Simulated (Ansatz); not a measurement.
The relaxed structure here is a generated cell of TaSi2: the first start was made by a random draw of sites in a space group, and the end was not matched to a known phase here, so it may be hypothetical. Known forms of TaSi2 include space group No. 181.

One stationary structure of TaSi2. Calculation: PBEsol (plane waves to 420 eV, PAW, scalar-relativistic; Ansatz, an electronic-structure program).

```
CELL_PARAMETERS angstrom
      7.27000     0.00000     0.00000
     -3.63500     6.29601     0.00000
      0.00000     0.00000     4.81264
ATOMIC_POSITIONS crystal
  Si 0.00000 0.00000 0.00000
  Si 0.33333 0.66667 0.00000
  Si 0.66667 0.33333 0.00000
  Si 0.50000 0.00000 0.00000
  Si 0.00000 0.50000 0.00000
  Si 0.50000 0.50000 0.00000
  Ta 0.50000 0.00000 0.50000
  Ta 0.00000 0.50000 0.50000
  Ta 0.50000 0.50000 0.50000
```

Find the space group and the Wyckoff positions (tolerance 0.01 Å).

Space group P6/mmm (No. 191); a = b = 7.2700 Å, c = 4.8126 Å, α = β = 90.00°, γ = 120.00°

```json
[
 {"atom": "Si", "site": "1a", "symmetry": "6/mmm", "x": "0.0000", "y": "0.0000", "z": "0.0000"},
 {"atom": "Si", "site": "2c", "symmetry": "-6m2", "x": "0.3333", "y": "0.6667", "z": "0.0000"},
 {"atom": "Si", "site": "3f", "symmetry": "mmm", "x": "0.0000", "y": "0.5000", "z": "0.0000"},
 {"atom": "Ta", "site": "3g", "symmetry": "mmm", "x": "0.5000", "y": "0.5000", "z": "0.5000"}
]
```

Give the shortest distances between elements (the closest pairs, up to four, under 3.6 Å).

Si–Si 2.10 Å; Si–Ta 2.41 Å.

- Volume per atom: 24.48 Å³
- Density: 5.36 g/cm³
- Band gap: no gap (metallic)

No spin polarisation in the result. The relaxed primitive cell holds an odd number of electrons. A magnetic state may lie lower.

The run could not lose the symmetry of its start: the end is stationary, and may be a saddle point rather than a minimum.

All atoms sit on sites fixed by symmetry, so only the cell could relax.
